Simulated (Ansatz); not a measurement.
InSb:
```xyz
8
Lattice="4.6287 0.0000 0.0000 -2.3144 4.0086 0.0000 0.0000 0.0000 15.1830" Properties=species:S:1:pos:R:3 pbc="T T T"
In     2.3144     1.3362    15.1819
Sb     2.3144     1.3362     2.8495
In     0.0000     0.0000     3.8009
Sb     0.0000     0.0000     6.6358
In     0.0000     2.6724     7.5904
Sb     0.0000     2.6724    10.4409
In     0.0000     0.0000    11.3924
Sb     0.0000     0.0000    14.2272
```

This is the r²SCAN-relaxed structure.

### Question
All from plane-wave PAW r²SCAN (Ansatz code), unless another level is named. Estimate the electronic character.

### Answer
no gap, with almost no states at the Fermi level (zero-gap or semimetallic).

### Question
What about the HSE06 gap on the r²SCAN cell?

### Answer
0.30 eV (a hybrid on a coarse mesh can open a false gap in a semimetal).

### Question
What about the formation energy from the elements (no fitted shifts)?

### Answer
-0.24 eV/atom.

### Question
Give the gap with spin–orbit coupling.

### Answer
none (metallic).

Space group P6_3mc. The start of the workflow was typed in or built on a structure type; neither database checked (COD, Materials Project) lists it. It is not the phase usual at ambient conditions (space group No. 216). The r²SCAN relaxation kept the symmetry of its start; its stability against distortions is not shown here. The references are the lowest solids computed at this level, not always the standard phases. Spin–orbit coupling is left out wherever it is not named.

Potentials: the later of the program's two PAW sets.
